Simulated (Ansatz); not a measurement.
CoPtAu:
```
CoPtAu
1.0
    2.74885     0.00000     0.00000
   -1.37443     2.38057     0.00000
    0.00000     0.00000     6.61304
Co Pt Au
1 1 1
Direct
  0.00000   0.00000   0.00696
  0.33333   0.66667   0.31145
  0.66667   0.33333   0.68158
```
The run is spin-polarised; directions of the spins, atom by atom: ↑ 0 0.

Relaxed with PBEsol. Special points in fractions of this cell's reciprocal vectors: Γ (0.000, 0.000, 0.000); M (0.500, 0.000, 0.000); K (0.333, 0.333, 0.000); A (0.000, 0.000, 0.500); L (0.500, 0.000, 0.500); H (0.333, 0.333, 0.500).

Task: List the band energies nearest the Fermi level at these points for DFT-PBEsol in the program Ansatz with PAW potentials.

Result: In eV from the Fermi level; about four levels below and three above (degenerate sets whole), none deeper than 8.9 eV; points with the same levels are listed once.

```tsv
k	below	above
Γ ↑	-1.82 -1.82 -1.00 -1.00	8.83 10.16 15.15
M ↑	-1.62 -1.27 -0.87 -0.80	0.14 0.94 1.38
K ↑	-1.98 -1.62 -1.35 -1.12	2.93 3.44 4.41
A ↑	-1.89 -1.89 -0.76 -0.76 -0.57	4.93 13.89 14.75
L ↑	-1.34 -1.23 -1.09 -0.88	0.13 1.46 2.47
H ↑	-1.88 -1.33 -1.22 -0.78	3.75 3.93 4.78
Γ ↓	-1.51 -1.51 -1.11 -0.35 -0.35	0.36 0.36 8.94
M ↓	-2.35 -2.08 -1.60 -1.40	0.22 0.22 0.53
K ↓	-0.79 -0.65 -0.17 -0.03	0.31 3.25 3.76
A ↓	-1.48 -0.50 -0.35 -0.35	0.53 0.53 5.29
L ↓	-1.93 -1.59 -0.94 -0.86	0.04 0.11 0.36
H ↓	-3.00 -0.75 -0.65 -0.18	0.21 0.46 4.25
```

Space group P3m1. The start of the workflow was typed in or built on a structure type; neither database checked (COD, Materials Project) lists it. Whether it is the stable phase at ambient conditions was not checked. The cell was relaxed with PBEsol under the symmetry of its start; whether a distortion lowers the energy is not shown. The final state is ferromagnetic, the only order run, not a proven ground state. Spin–orbit coupling is left out wherever it is not named.

Potentials: the earlier of the program's two PAW sets. The files were generated under PBE; for other functionals the program regenerates the frozen cores, and for LDA and PBEsol the local potential too.
